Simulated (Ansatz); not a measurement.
Relaxed SiO2 (rutile):

```
CELL_PARAMETERS angstrom
      4.19454     0.00000     0.00000
      0.00000     4.19454     0.00000
      0.00000     0.00000     2.67824
ATOMIC_POSITIONS crystal
  Si 0.50000 0.50000 0.50000
  Si 0.00000 0.00000 0.00000
  O  0.80605 0.80605 0.50000
  O  0.30605 0.69395 0.00000
  O  0.69395 0.30605 0.00000
  O  0.19395 0.19395 0.50000
```

Two-dimensional scan of atom 5 (O, nearest neighbour Si at 1.765 Å; its periodic images, 2.7 Å or more away, move with it): u runs along (1.000, 0.000, 0.000), v along (0.000, 0.000, 1.000) (Cartesian). Cell and other atoms are fixed.

The numbers are results of PBEsol (plane waves to 420 eV, PAW, scalar-relativistic; Ansatz, a first-principles code), not measurements. k mesh 6×6×10 (Γ-centred), Fermi-Dirac smearing 0.05 eV. The energy includes the smearing's −TS. Fu and Fv are the components of the force on the atom. SiO2 was relaxed with its symmetry unable to fall. The PAW data are Ansatz's earlier set. The zero of ΔE is the undisplaced structure. Axes are in Å.

ΔE (meV/cell), with u across and v down:

| v \ u | -0.260 | -0.173 | -0.087 | 0.000 | 0.087 | 0.173 | 0.260 |
|---|---|---|---|---|---|---|---|
| -0.260 | 1924 | 1319 | 896 | 663 | 620 | 767 | 1100 |
| -0.173 | 1244 | 758 | 440 | 293 | 320 | 522 | 897 |
| -0.087 | 848 | 429 | 170 | 73 | 141 | 374 | 775 |
| 0.000 | 718 | 321 | 81 | 0 | 81 | 325 | 735 |
| 0.087 | 848 | 429 | 170 | 73 | 141 | 374 | 775 |
| 0.173 | 1244 | 758 | 440 | 293 | 320 | 522 | 897 |
| 0.260 | 1924 | 1319 | 896 | 663 | 620 | 767 | 1100 |

Fu (eV/Å), with u across and v down:

| v \ u | -0.260 | -0.173 | -0.087 | 0.000 | 0.087 | 0.173 | 0.260 |
|---|---|---|---|---|---|---|---|
| -0.260 | 8.00 | 5.95 | 3.79 | 1.59 | -0.60 | -2.77 | -4.92 |
| -0.173 | 6.55 | 4.66 | 2.69 | 0.69 | -1.32 | -3.33 | -5.35 |
| -0.087 | 5.73 | 3.92 | 2.06 | 0.17 | -1.74 | -3.66 | -5.60 |
| 0.000 | 5.47 | 3.69 | 1.86 | 0.00 | -1.87 | -3.77 | -5.69 |
| 0.087 | 5.73 | 3.92 | 2.06 | 0.17 | -1.74 | -3.66 | -5.60 |
| 0.173 | 6.55 | 4.66 | 2.69 | 0.69 | -1.32 | -3.33 | -5.35 |
| 0.260 | 8.00 | 5.95 | 3.79 | 1.59 | -0.60 | -2.77 | -4.92 |

Summary:

Principal force constants in the plane (five-point differences of the forces): 19.4 and 21.5 eV/Å². Centre of the map: a minimum. Lowest place on the grid: u = 0.000 Å, v = 0.000 Å (0 meV/cell). Highest place on the grid, met at several equal points: u = -0.260 Å, v = -0.260 Å; u = -0.260 Å, v = 0.260 Å (1924 meV/cell).

(For displaced atoms, the force is minus the slope of the energy, and its curvature is a force constant, which sets phonon frequencies.)
